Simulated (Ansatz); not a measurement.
The numbers come from plane-wave PAW DFT (Ansatz): r2SCAN, no spin polarisation, 500 eV, 5×5×5 Γ-centred k points, fermi-dirac occupations (width 0.0161 eV). Nothing was relaxed.

Computed maps in the lattice plane spanned by a (left to right, 5.30 Å, 16 points from zero) and b (bottom to top, 5.30 Å, 16 points from zero), 90° apart, at height 0.000 along c. The fields are smooth PAW ones with compensation charges, not the true ones near nuclei.

Valence density. Digits on a logarithmic scale: 0 up to 0.03 e/Å³, each further digit a factor of 1.6, 9 from 1.3 e/Å³ up:
```
1112479878974211
1112368999863211
2221246777642122
5432224555422234
7764223333322467
9986433333334689
7897533333335798
4797533333335797
7897533333335798
9986433333334689
7764223333322467
5432224555422234
2221246777642122
1112368999863211
1112479878974211
1112579747975211
```

ELF. Ten even steps from '0' (0.00) to '9' (0.87):
```
1100499404994001
0000179989971000
0000037999730000
5410002454200014
9973001232100379
9997214666412799
0499426898624994
0089536999635980
0499426898624994
9997214666412799
9973001232100379
5410002454200014
0000037999730000
0000179989971000
1100499404994001
2100599000995001
```

**Question.** The cell is Ba2Bi. Which atoms lie within 0.2 Å of this plane, and where (fractions of a and b)?

**Answer.** Ba at (0.50, 0.00), Ba at (0.00, 0.50). The whole cell:
```
CELL_PARAMETERS angstrom
0.00000 5.30160 0.00000
5.30160 0.00000 0.00000
2.65080 2.65080 -9.35453
ATOMIC_POSITIONS crystal
Ba 0.50000 0.00000 0.00000
Ba 0.00000 0.50000 0.00000
Ba 0.32900 0.32900 0.34200
Ba 0.67100 0.67100 0.65800
Bi 0.13800 0.13800 0.72400
Bi 0.86200 0.86200 0.27600
```

Origin: a known structure type with other elements, at an estimated volume, so it need not be a known compound.
